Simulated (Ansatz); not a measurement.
The elements of this relaxed trial crystal are hidden behind letters.

```
lattice vectors (Å)
   3.1987    0.0000    0.0000
   0.0000    3.1987    0.0000
   0.0000    0.0000    5.9857
fractional positions
X 0.5000 0.5000 0.2500
X 0.5000 0.5000 0.7500
Z 0.0000 0.5000 0.0000
Z 0.5000 0.0000 0.5000
```

These are results of Ansatz, DFT PBE, scalar-relativistic, plane waves, PAW, not measurements. Plane waves to 420 eV, a 14×14×8 mesh through Γ for the 4-atom cell and 0.10 eV Gaussian smearing; no spin polarisation.

| Quantity | Value |
| --- | --- |
| Space group | P4_2/mmc (No. 131) |
| Conventional cell | a = 3.199 Å, c = 5.986 Å |
| Volume per atom | 15.31 Å³ |
| Density | 5.81 g/cm³ |
| Energy over the elements | −1.91 eV/atom |
| Gap on the 14×14×8 mesh of the 4-atom cell | 0 eV (a metal) |

Energies are uncorrected and count from the elements' standard states at the same level.

Question: X is a d-block element of period 5 and Z is a p-block element of period 2. Which elements are they?

Answer: X = Zr, Z = O, so the formula is ZrO. Density times volume gives a mean mass of 5.81 × 15.31/1.6605 = 53.6 u per atom, and this set has 53.6 u. Zr is surrounded by 4 O at 2.19 Å, 2 Zr at 2.99 Å and 4 Zr at 3.20 Å; around O lie 4 Zr at 2.19 Å. Other sets within the hints have nearly the same mass, so mass alone doesn't settle it; this one was computed.

Symmetry constrained the relaxation, so the result can be a saddle point.
